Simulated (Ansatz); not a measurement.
Space group P4_2/mnm (No. 136). a = 4.597 Å, b = 4.597 Å, c = 2.954 Å, α = 90.00°, β = 90.00°, γ = 90.00°
| atom | site | symmetry | x | y | z |
| --- | --- | --- | --- | --- | --- |
| Ti | 2a | m.mm | 0.0000 | 0.0000 | 0.0000 |
| O | 4f | m.2m | 0.3046 | 0.3046 | 0.0000 |

Equation of state of this TiO$_{2}$ structure (not necessarily the ground state), with shape and atoms relaxed at each volume where symmetry leaves them free. Theory: Ansatz, DFT r2SCAN, scalar-relativistic, plane waves, PAW.

Settings: cutoff 500 eV, Γ-centred mesh 6×6×10 on the computed 6-atom cell, Gaussian smearing of 0.02 eV; no spin polarisation.

```tsv
V (Å³/atom)	E − E(largest V) (meV/atom)	P (GPa)	gap on mesh (eV)
9.778	6.66	16.58	2.31
10.090	-16.60	7.56	2.26
10.402	-23.74	0.00	2.22
10.714	-17.40	-6.28	2.20
11.026	0.00	-11.37	2.20
```

Fit a third-order Birch–Murnaghan equation to E(V).

V0 = 10.40 Å³/atom, B0 = 229 GPa, B0' = 5.3.

Cost: 5 runs of about 2.5 core-minutes in all, on Intel Xeon 6975P-C (Granite Rapids) (shared hosts).